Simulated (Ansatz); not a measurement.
MoSe$_{2}$ (2H-MoS2 type, space group P6_3/mmc)

```
MoSe2
1.0
    3.27700     0.00000     0.00000
   -1.63850     2.83796     0.00000
    0.00000     0.00000    12.73101
Mo Se
2 4
Direct
  0.33333   0.66667   0.25000
  0.66667   0.33333   0.75000
  0.33333   0.66667   0.61852
  0.66667   0.33333   0.11852
  0.66667   0.33333   0.38148
  0.33333   0.66667   0.88148
```

Grid over V/V₀ and (c/a)/(c/a)₀, subscript 0 meaning the relaxed cell; the conventional c axis lies along z; no internal relaxation.

Calculation: PBE-D3(BJ) (plane waves to 420 eV, PAW, scalar-relativistic; Ansatz, a first-principles code). k mesh 12×12×3 (Γ-centred), Fermi-Dirac smearing 0.05 eV. Compression counts positive. As the atoms are clamped, bonds stretch with the cell, which overstates energies and stresses. As the smearing reaches across the gap at some points, the response to shear is sensitive to the k mesh, so small differences along c/a are uncertain. MoSe2 is run without spin polarisation. MoSe2 was relaxed with its symmetry unable to fall. The PAW data are Ansatz's earlier set.

At one point of the scan the stress tensor (GPa) is:

```
    4.1      0.0      0.0
    0.0      4.1      0.0
    0.0      0.0     12.0
```

**Question.** Which point is it?
A) V/V₀ = 0.960, (c/a)/(c/a)₀ = 0.960
B) V/V₀ = 0.960, (c/a)/(c/a)₀ = 1.000
C) V/V₀ = 0.973, (c/a)/(c/a)₀ = 0.880
D) V/V₀ = 0.960, (c/a)/(c/a)₀ = 1.040

**Answer.** A, V/V₀ = 0.960, (c/a)/(c/a)₀ = 0.960

(Under strain, the slope of the energy per volume gives the stress and its curvature an elastic modulus.)
